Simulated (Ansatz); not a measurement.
CaS:
```xyz
2
Lattice="0.0000 2.8493 2.8493 2.8493 0.0000 2.8493 2.8493 2.8493 0.0000" Properties=species:S:1:pos:R:3 pbc="T T T"
Ca     0.0000     0.0000     0.0000
S      2.8493     2.8493     2.8493
```

Relaxed with HSE06.

Q: Give the Bader charges and basin volumes of the independent atoms, plane-wave PAW HSE06 (Ansatz code).

A: 

| atom | Bader charge (e) | Bader volume (Å³) |
|---|---|---|
| Ca1 | +1.53 | 13.3 |
| S2 | -1.53 | 33.0 |

Space group Fm-3m (rock salt). The cell was relaxed with HSE06 under the symmetry of its start.

Potentials: the later of the program's two PAW sets.
